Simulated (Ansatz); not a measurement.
**Structure relaxation, Rh**

The start is a generated cell, Rh built in the AFLOW prototype A_hP1_191_a (A_f, as in Sn). Cell shape, volume and atoms are optimised at zero target pressure with r2SCAN (plane waves to 500 eV, PAW, scalar-relativistic; Ansatz, a first-principles code). The first steps use a coarse 14×14×13 k-mesh.

Starting cell:
```
CELL_PARAMETERS angstrom
      2.57181     0.00000     0.00000
     -1.28591     2.22726     0.00000
      0.00000     0.00000     2.39486
ATOMIC_POSITIONS crystal
  Rh 0.00000 0.00000 0.00000
```

What pressure does the first self-consistent step give?

+24.4 GPa (positive: the cell is compressed).

How does the volume change?

+8.9 %, from 13.72 to 14.94 Å³/atom.

How do the shortest distances between atoms change?

The closest pairs of elements (up to four, under 3.6 Å), start → end: Rh–Rh 2.39 → 2.52 Å.

Is the relaxed structure metallic? Give its gap.

No gap (metallic).

Give the final cell and atomic positions.


```cif
data_Rh
_chemical_formula_sum 'Rh1'
_space_group_name_H-M_alt 'P6/mmm'
_space_group_IT_number 191
_space_group_name_Hall '-P 6 2'
_cell_length_a 2.61687
_cell_length_b 2.61687
_cell_length_c 2.51979
_cell_angle_alpha 90.000
_cell_angle_beta 90.000
_cell_angle_gamma 120.000
loop_
_atom_site_label
_atom_site_type_symbol
_atom_site_symmetry_multiplicity
_atom_site_Wyckoff_symbol
_atom_site_fract_x
_atom_site_fract_y
_atom_site_fract_z
_atom_site_occupancy
Rh1 Rh 1 a 0.00000 0.00000 0.00000 1
```

The space group stays P6/mmm (No. 191) (the run could not lower it); the end is AFLOW prototype A_hP1_191_a (A_f, as in Sn), with 1 atom in the primitive cell. Final values are on a 20×20×18 k-mesh of the relaxed cell. No spin polarisation in the result.

The run could not lose the symmetry of its start, so the end can be a saddle point.

The relaxed structure here is a generated cell of Rh: the first start was made by placing the elements on the sites of a structure type, and the end was not matched to a known phase here, so it may be hypothetical. Known forms of Rh include space group No. 225.
